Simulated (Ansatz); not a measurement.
Ca4Sb2O:
```cif
data_Ca8O2Sb4
_chemical_formula_sum 'Ca8 Sb4 O2'
_space_group_name_H-M_alt 'I4/mmm'
_space_group_IT_number 139
_space_group_name_Hall '-I 4 2'
_cell_length_a 4.63981
_cell_length_b 4.63981
_cell_length_c 16.12354
_cell_angle_alpha 90.000
_cell_angle_beta 90.000
_cell_angle_gamma 90.000
loop_
_atom_site_label
_atom_site_type_symbol
_atom_site_symmetry_multiplicity
_atom_site_Wyckoff_symbol
_atom_site_fract_x
_atom_site_fract_y
_atom_site_fract_z
_atom_site_occupancy
Ca1 Ca 4 e 0.00000 0.00000 0.33515 1
Ca2 Ca 4 c 0.00000 0.50000 0.00000 1
Sb1 Sb 4 e 0.00000 0.00000 0.13948 1
O1 O 2 b 0.00000 0.00000 0.50000 1
```
(The calculation used a cell of 7 atoms; values per cell refer to that cell.)

Relaxed with PBEsol.

### Question
Tabulate the valence density and the electron localisation function along the shortest Ca–Ca contact (3.28 Å), plane-wave PAW PBEsol (Ansatz code).

### Answer


```tsv
distance from Ca (Å)	density (e/Å³)	ELF
0.33	5.62	0.83
0.49	3.92	0.86
0.66	2.17	0.84
0.82	0.97	0.72
0.98	0.38	0.37
1.15	0.16	0.09
1.31	0.09	0.03
1.48	0.07	0.03
1.64	0.07	0.04
1.80	0.07	0.03
1.97	0.09	0.03
2.13	0.16	0.09
2.30	0.38	0.37
2.46	0.97	0.72
2.62	2.17	0.84
2.79	3.92	0.86
2.95	5.62	0.83
```

The density is the valence pseudo-density with augmentation charge, so density and ELF within about 1 Å of a nucleus are not all-electron values.

The first step of the workflow began from a Materials Project structure, measured or hypothetical; the Crystallography Open Database files this formula in space group No. 139, but the cells were not matched. Whether it is the stable phase at ambient conditions was not checked. Symmetry was held in the PBEsol relaxation; its stability against distortions is not shown here. Spin–orbit coupling is left out wherever it is not named.

Potentials: the later of the program's two PAW sets.
